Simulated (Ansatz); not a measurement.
Li₂Se (anti-fluorite, Fm-3m), DFT-PBE in the program Ansatz with PAW potentials. The conduction-band minimum lies at X, with 3 equivalent valleys. Second derivatives d²E/dk² of the lowest band at one valley (eV·Å²), along Cartesian directions:

```csv
direction,d²E/dk²
[100],12.13
[010],24.14
[001],24.14
[110],18.13
[101],18.13
[011],24.13
```

Find the principal effective masses, the density-of-states mass and the conductivity mass.

Off-diagonal terms follow from H_xy = H[110] − (H_xx + H_yy)/2, and m*/mₑ = 7.620 eV·Å² over each eigenvalue: 0.32, 0.32, 0.63. One valley's DOS mass (m₁m₂m₃)^(1/3) = 0.40, conductivity mass 3/(Σ 1/mᵢ) = 0.38 mₑ.

What effective density of states Nc follows at 300 K for parabolic valleys?

Nc = 2.509e19 × 3 × (0.40)^(3/2) ≈ 1.9e19 cm⁻³.

The PBE relaxation kept the symmetry of its start. Spin–orbit coupling is left out wherever it is not named.

Potentials: the later of the program's two PAW sets.

Edges and masses are those of Kohn–Sham bands, whose gap is no quasiparticle gap.
